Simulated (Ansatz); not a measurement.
## AgO: zone-centre modes at 2 GPa

These are results of DFT LDA, scalar-relativistic, plane waves, PAW in Ansatz, not measurements. Settings: 420 eV plane-wave cutoff, Γ-centred 16×16×16 mesh, Fermi-Dirac smearing of 0.15 eV. No spin polarisation. Phonons by linear response, acoustic sum rule imposed.

The cell, relaxed at 2 GPa:
```
CELL_PARAMETERS angstrom
0.00000 2.43138 2.43138
2.43138 0.00000 2.43138
2.43138 2.43138 0.00000
ATOMIC_POSITIONS crystal
Ag 0.00000 0.00000 0.00000
O 0.75000 0.75000 0.75000
```

In a metal, frequencies and elastic constants depend on the k mesh and the smearing, soft modes and shear constants most. Spin polarisation was left out, and a magnetic state may lie lower.

Q: Is this structure stable against zone-centre distortions?

A: Yes, at Γ: no optical mode is imaginary. Strains and other wave vectors aren't tested by this run.

Q: List the optical modes at Γ (i marks imaginary ones).

A:
| frequency (THz) | degeneracy |
| --- | --- |
| 7.99 | 3 |

Cost: 1 run of about 0.88 core-minutes, on Arm Neoverse V1 (shared hosts).